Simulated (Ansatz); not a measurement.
K2NaInF6:
```
K2NaInF6
1.0
    0.00000     4.29059     4.29059
    4.29059     0.00000     4.29059
    4.29059     4.29059     0.00000
K Na In F
2 1 1 6
Direct
  0.75000   0.75000   0.75000
  0.25000   0.25000   0.25000
  0.50000   0.50000   0.50000
  0.00000   0.00000   0.00000
  0.75864   0.24136   0.24136
  0.24136   0.75864   0.75864
  0.24136   0.75864   0.24136
  0.75864   0.24136   0.75864
  0.24136   0.24136   0.75864
  0.75864   0.75864   0.24136
```

Relaxed with PBEsol. Special points in fractions of this cell's reciprocal vectors: Γ (0.000, 0.000, 0.000); X (0.500, 0.000, 0.500); U (0.625, 0.250, 0.625); K (0.375, 0.375, 0.750); L (0.500, 0.500, 0.500); W (0.500, 0.250, 0.750).

List the band energies nearest the valence-band maximum at these points for the program Ansatz at the PBEsol level (PAW).

In eV from the valence-band maximum; about four levels below and three above (degenerate sets whole), none deeper than 8.9 eV; points with the same levels are listed once.

```json
[
 {"k": "Γ", "below": "-0.09 -0.09 0.00 0.00 0.00", "above": "5.43 9.54 9.54 9.54"},
 {"k": "X", "below": "-0.46 -0.46 -0.09 -0.01", "above": "7.09 8.75 10.23"},
 {"k": "U", "below": "-0.41 -0.32 -0.15 -0.04", "above": "7.10 9.03 9.43"},
 {"k": "L", "below": "-0.32 -0.17 -0.02 -0.02", "above": "6.79 8.48 10.27 10.27"},
 {"k": "W", "below": "-0.41 -0.18 -0.18 -0.10", "above": "7.14 9.31 9.31"}
]
```

Space group Fm-3m. The first step of the workflow began from a Materials Project structure, measured or hypothetical; the Crystallography Open Database copy checked does not list it. Whether it is the stable phase at ambient conditions was not checked. Symmetry was held in the PBEsol relaxation; whether a distortion lowers the energy is not shown. Scalar-relativistic: spin–orbit coupling is off unless named, which matters more the heavier the elements.

Potentials: the later of the program's two PAW sets.
